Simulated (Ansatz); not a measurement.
**MnPbO$_{3}$, a known structure type with other elements, at an estimated volume**

```xyz
5
Lattice="3.8826 0.0000 0.0000 0.0000 3.8826 0.0000 0.0000 0.0000 3.8826" Properties=species:S:1:pos:R:3 pbc="T T T"
Mn    0.0000    0.0000    0.0000
O     1.9413    0.0000    0.0000
O     0.0000    1.9413    0.0000
O     0.0000    0.0000    1.9413
Pb    1.9413    1.9413    1.9413
```

Single point in Ansatz 0.2.0 with r2SCAN, with U_eff = 4.25 eV on Mn d (all-electron-ortho-atomic projectors), collinear spin. Cutoff 500 eV, PAW datasets, 6×6×6 Γ-centred k mesh, fermi-dirac filling (width 0.1 eV).

Magnetic state (reached from a saved solution, and it need not be the lowest): Mn1 down.

**Forces.** The forces vanish by the symmetry of the sites.
**Charges.** Bader charges in e: Mn +1.95, Pb +1.52, O -1.16. In the mean Mn gives up most and O takes most.
**At the Fermi level.** It is a metal, with about 1.1 states/eV a cell as the mean within 0.25 eV of the Fermi level, mostly O p (69 %), Pb s (14 %) and Mn d (12 %).
**Moments.** Mn1 -3.63 μB of spin moment in Bader basins; net size 3.04 μB a cell.
**Stress.** The pressure is 0.9 GPa (compression positive), so with the atoms held at these fractions the cell would first expand.

Origin: a known structure type with other elements, at an estimated volume, so it need not be a known compound. Caveats: another magnetic order, which this cell may not hold, can open a gap.
